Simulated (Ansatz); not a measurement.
## Si₂W₃: a vibration from a frozen displacement

These are results of DFT PBEsol, scalar-relativistic, plane waves, PAW (Ansatz), not measurements. The runs took a 420 eV cutoff, a Γ-centred 6×6×12 mesh and Gaussian smearing (0.15 eV). Spin–orbit coupling is left out, which matters for the heavy elements here. No spin polarisation. Energies are free energies at this smearing, counted from the undisturbed cell; pressure is positive in compression.

Reference structure (relaxed at this level; it needn't be the usual structure):

```xyz
10
Lattice="6.5824 0.0000 0.0000 0.0000 6.5824 0.0000 0.0000 0.0000 3.2749" Properties=species:S:1:pos:R:3 pbc="T T T"
Si    0.8826    4.1738    0.0000
Si    5.6999    2.4087    0.0000
Si    4.1738    5.6999    0.0000
Si    2.4087    0.8826    0.0000
W     3.2912    3.2912    0.0000
W     0.0000    0.0000    0.0000
W     4.3435    1.0523    1.6375
W     2.2390    5.5302    1.6375
W     1.0523    2.2390    1.6375
W     5.5302    4.3435    1.6375
```

Every Si atom is moved by x along the Cartesian unit vector (-0.707, -0.707, 0.000); the cell and all other atoms stay fixed. The cell's volume is 141.90 Å³; the moved atoms weigh 112.340 u together and the others 1103.040 u. Some rows repeat others by symmetry and weren't run.

| x (Å) | ΔE (meV/cell) | total force on the moved atoms along the move (eV/Å) | pressure (GPa) |
| --- | --- | --- | --- |
| -0.1000 | 263.23 | 5.2759 | 0.8939 |
| -0.0875 | 201.44 | 4.6116 | 0.6807 |
| -0.0750 | 147.93 | 3.9496 | 0.4960 |
| -0.0625 | 102.70 | 3.2889 | 0.3396 |
| -0.0500 | 65.71 | 2.6296 | 0.2117 |
| -0.0375 | 36.95 | 1.9713 | 0.1122 |
| -0.0250 | 16.42 | 1.3138 | 0.0412 |
| -0.0125 | 4.10 | 0.6568 | -0.0014 |
| 0.0000 | 0.00 | 0.0000 | -0.0157 |
| 0.0125 | 4.10 | -0.6568 | -0.0014 |
| 0.0250 | 16.42 | -1.3138 | 0.0412 |
| 0.0375 | 36.95 | -1.9713 | 0.1122 |
| 0.0500 | 65.71 | -2.6296 | 0.2117 |
| 0.0625 | 102.70 | -3.2889 | 0.3396 |
| 0.0750 | 147.93 | -3.9496 | 0.4960 |
| 0.0875 | 201.44 | -4.6116 | 0.6807 |
| 0.1000 | 263.23 | -5.2759 | 0.8939 |

What frequency belongs to this motion?

The force constant is k = −dF/dx = 52.541 eV/Å², from the parabola through x = -0.0125, 0 and 0.0125. In every cell the moved atoms swing against the rest, so the mass is μ = m₁m₂/(m₁ + m₂) = 101.956 u, and ν̃ = 521.5 cm⁻¹ × √(|k|/μ) = 374 cm⁻¹. The pattern needn't be a normal mode: ν̃² is then a weighted mean of the squared nonzero frequencies at the zone centre of this cell, so it lies between the lowest and the highest of them.

How far does the harmonic law reach?

At x = -0.100 Å, kx²/2 = 262.70 meV against the computed 263.23 meV (+0.2 %): the well is still close to harmonic there.

The pressure changes with x². What does that say about the frequency under compression?

With E = k(V)x²/2, k ∝ V^(−2γ) and x scaling with the cell as V^(1/3), P − P0 = −∂E/∂V = (2γ − 2/3) ΔE/V. At x = 0.0250 Å, V(P − P0) = 141.90 × 0.05684 / 160.2 eV = 50.34 meV and ΔE = 16.42 meV, so γ = 1/3 + V(P − P0)/(2ΔE) = 1.87. This is the Grüneisen parameter of the motion under uniform scaling of the cell: shrinking the cell evenly by 1 % in volume raises the frequency by about 1.87 %.

In a metal these slopes depend on the k mesh and the smearing.